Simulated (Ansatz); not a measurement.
Relaxed-ion elastic tensor of W3N4 in space group Pm-3m (No. 221; N on 1b, N on 3d, W on 3c) in GPa (Voigt order), plane-wave PAW PBEsol (Ansatz code); density 13.82 g/cm³, 10.43 Å³ per atom.

```
 812   154   154   0.0   0.0   0.0
 154   812   154   0.0   0.0   0.0
 154   154   812   0.0   0.0   0.0
 0.0   0.0   0.0  74.3   0.0   0.0
 0.0   0.0   0.0   0.0  74.3   0.0
 0.0   0.0   0.0   0.0   0.0  74.3
```

**Question.** Is the crystal mechanically stable?

**Answer.** Yes: the smallest eigenvalue of C is 74.3 GPa.

**Question.** Work out the Voigt, Reuss and Hill averages.

**Answer.** K_V = 373, K_R = 373, K_H = 373; G_V = 176, G_R = 108, G_H = 142 GPa.

**Question.** Give Young's modulus, Poisson's ratio, Pugh's ratio and the universal anisotropy index.

**Answer.** E = 9KG/(3K + G) = 378 GPa; ν = 0.33; K/G = 2.63 (ductile by the Pugh limit of 1.75); A_U = 5G_V/G_R + K_V/K_R − 6 = 3.19.

**Question.** Estimate the sound speeds and the Debye temperature.

**Answer.** v_l = √((K + 4G/3)/ρ) = 6380 m/s, v_t = √(G/ρ) = 3200 m/s, mean 3590 m/s; Θ = (h/k)(3n/4πV)^(1/3) v_m = 490 K.

**Question.** Give the Zener ratio and Young's modulus along [100], [110] and [111].

**Answer.** A = 2C44/(C11 − C12) = 0.23; 1/E = S11 − 2(S11 − S12 − S44/2)Γ with Γ = 0, 1/4, 1/3 gives 763, 255, 209 GPa.

The workflow started from an entry of the Crystallography Open Database (COD). Whether it is the stable phase at ambient conditions was not checked. The cell was relaxed with PBEsol under the symmetry of its start. At this level the phase is dynamically unstable (imaginary phonons). The run is not spin-polarised. As this level gives no gap, shear constants depend on the k-mesh and smearing (Fermi–Dirac, 0.1 eV here). Spin–orbit coupling is left out wherever it is not named.

Potentials: the later of the program's two PAW sets.
